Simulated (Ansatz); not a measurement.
**Calculated ⁵⁷Fe Mössbauer parameters for MgVFeP4O14**

Cell: a computed structure from the Materials Project (it need not be an observed phase), atoms as given.

```
Mg V Fe P O
1.0
     4.91924    0.00000    0.00000
    -2.24941    6.56930    0.00000
    -0.11885   -0.08779    8.36576
Mg V Fe P O
1 1 1 4 14
Direct
  0.18605 0.70722 0.12224
  0.20441 0.73186 0.50407
  0.76632 0.26549 0.98142
  0.37823 0.51979 0.81020
  0.21387 0.09527 0.21102
  0.78461 0.91487 0.71512
  0.60598 0.49452 0.30975
  0.05469 0.86267 0.67722
  0.11102 0.89474 0.30384
  0.15394 0.51064 0.94305
  0.25530 0.50958 0.64300
  0.39164 0.61655 0.30396
  0.59586 0.91014 0.56771
  0.60397 0.74568 0.84377
  0.42140 0.25827 0.33213
  0.39284 0.04756 0.07296
  0.53305 0.36652 0.83864
  0.75907 0.50986 0.14731
  0.80887 0.54341 0.45174
  0.85973 0.10963 0.81462
  0.97474 0.17263 0.15636
```

Atoms are numbered from 1 in the order listed; like atoms form one site, named after its first atom.

All values are calculated (Ansatz; DFT, PBE, plane waves and PAW, scalar-relativistic, collinear spin, 420 eV cutoff, Γ-centred 7×5×4 k-points, Fermi–Dirac smearing 0.05 eV), not measured. Start moments as typed (μB): 1 on each V, 4 on each Fe, none on the rest.

Isomer shifts (against α-Fe) follow from the electron density at the nucleus, δ = α(ρ − ρ₀), with α = -0.366 mm s⁻¹ a₀³ and ρ₀ = 14904.00 a₀⁻³ from a line fitted to 10 measured compounds at this level of theory (rms miss 0.11 mm/s). ΔE_Q = ½eQV_zz(1 + η²/3)^½ with Q = 0.160 b for the 14.4 keV state. B_c is the Fermi-contact field along the atom's own moment; orbital and dipolar fields are not included.

Problem. What would the ⁵⁷Fe spectrum's parameters be?

Solution. 

```
site  atoms         first shell  ρ − ρ₀ (a₀⁻³)  δ (mm/s)  ΔE_Q (mm/s)     η  |m| (μB)  B_c (T)
  Fe      3  6 O at 1.91–2.20 Å          -2.16      0.79         0.48  0.44      3.69    -32.8
```



The largest force is 1.1 eV/Å, so the atoms aren't at the calculated equilibrium and relaxing them would move these values. The moments were started parallel, and the run ended with some of them reversed. The program didn't check the stability of this electronic state in full, so a lower one may lie near. With a gap of 0.13 eV under a smearing of 0.05 eV the band edges are partly filled, so small gradients can hang on the smearing and the k-mesh. With these PAW files V_zz is typically within 2 to 3 % of all-electron values, but misses above 10 % occur on Fe. The magnetic order is the one that the run reached from its start moments, not necessarily the measured one. Semilocal functionals underestimate the core's spin polarisation, so contact fields of ionic iron come out too small in magnitude.

The run took 21 min of wall time (40 min of CPU time) and 3.6 GiB at its peak, on 2 threads of Intel Xeon Processor @ 2.50GHz (Skylake/Cascade Lake) (x86_64; 62 cores open to the job, memory cap 5.0 GiB, no GPU), a shared host with a load of 0.9 a core.
